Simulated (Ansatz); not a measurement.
BeTe:
```cif
data_BeTe
_chemical_formula_sum 'Be1 Te1'
_space_group_name_H-M_alt 'P 1'
_space_group_IT_number 1
_cell_length_a 3.96318
_cell_length_b 3.96318
_cell_length_c 3.96318
_cell_angle_alpha 60.000
_cell_angle_beta 60.000
_cell_angle_gamma 60.000
loop_
_space_group_symop_operation_xyz
  'x, y, z'
loop_
_atom_site_label
_atom_site_type_symbol
_atom_site_fract_x
_atom_site_fract_y
_atom_site_fract_z
_atom_site_occupancy
Be1 Be 0.00000 0.00000 0.00000 1
Te1 Te 0.25000 0.25000 0.25000 1
```

Relaxed with PBEsol. Independent-particle spectrum: no excitons, no local fields, no scissors shift; 0.1 eV broadening; ε₁ of the summed bands alone.

Problem. Tabulate the dielectric function from PBEsol (plane waves, PAW; program Ansatz).

Solution. 

| E (eV) | ε₁ xx | ε₂ xx |
|---|---|---|
| 0.0 | 8.08 | 0.00 |
| 0.3 | 8.10 | 0.00 |
| 0.6 | 8.17 | 0.00 |
| 0.9 | 8.30 | 0.00 |
| 1.2 | 8.48 | 0.00 |
| 1.5 | 8.73 | 0.00 |
| 1.8 | 9.07 | 0.00 |
| 2.1 | 9.52 | 0.00 |
| 2.4 | 10.12 | 0.00 |
| 2.7 | 10.94 | 0.00 |
| 3.0 | 12.14 | 0.00 |
| 3.3 | 14.09 | 0.00 |
| 3.6 | 18.84 | 1.30 |
| 3.9 | 20.16 | 7.51 |
| 4.2 | 19.90 | 12.64 |
| 4.5 | 18.34 | 16.93 |
| 4.8 | 19.31 | 24.66 |
| 5.1 | -8.38 | 30.28 |
| 5.4 | -5.28 | 16.33 |
| 5.7 | -4.62 | 16.23 |
| 6.0 | -6.58 | 12.41 |
| 6.3 | -7.42 | 9.54 |
| 6.6 | -6.40 | 7.43 |
| 6.9 | -5.76 | 6.02 |
| 7.2 | -5.22 | 5.03 |
| 7.5 | -4.76 | 4.22 |
| 7.8 | -4.32 | 3.49 |
| 8.1 | -3.82 | 2.88 |
| 8.4 | -3.24 | 2.39 |
| 8.7 | -2.76 | 2.62 |
| 9.0 | -2.75 | 2.19 |
| 9.3 | -2.48 | 1.91 |
| 9.6 | -2.26 | 1.73 |
| 9.9 | -2.00 | 1.54 |
| 10.2 | -1.82 | 1.48 |
| 10.5 | -1.73 | 1.35 |
| 10.8 | -1.59 | 1.21 |
| 11.1 | -1.47 | 1.08 |
| 11.4 | -1.31 | 0.96 |
| 11.7 | -1.18 | 0.92 |
| 12.0 | -1.12 | 0.82 |

Problem. From ε at 4.2 eV (xx: 19.90 + 12.64i), find n, k, the normal reflectivity and the absorption coefficient.

Solution. n = 4.66, k = 1.356, R = 45 %, α = 2kE/ħc = 580000 cm⁻¹.

With all bands, ε∞ without local fields is 8.15. DFPT, with local fields, gives 7.54.

Space group F-43m (zinc blende). The cell was relaxed with PBEsol under the symmetry of its start. Spin–orbit coupling is left out wherever it is not named.

Potentials: the earlier of the program's two PAW sets. The files were generated under PBE; for other functionals the program regenerates the frozen cores, and for LDA and PBEsol the local potential too.
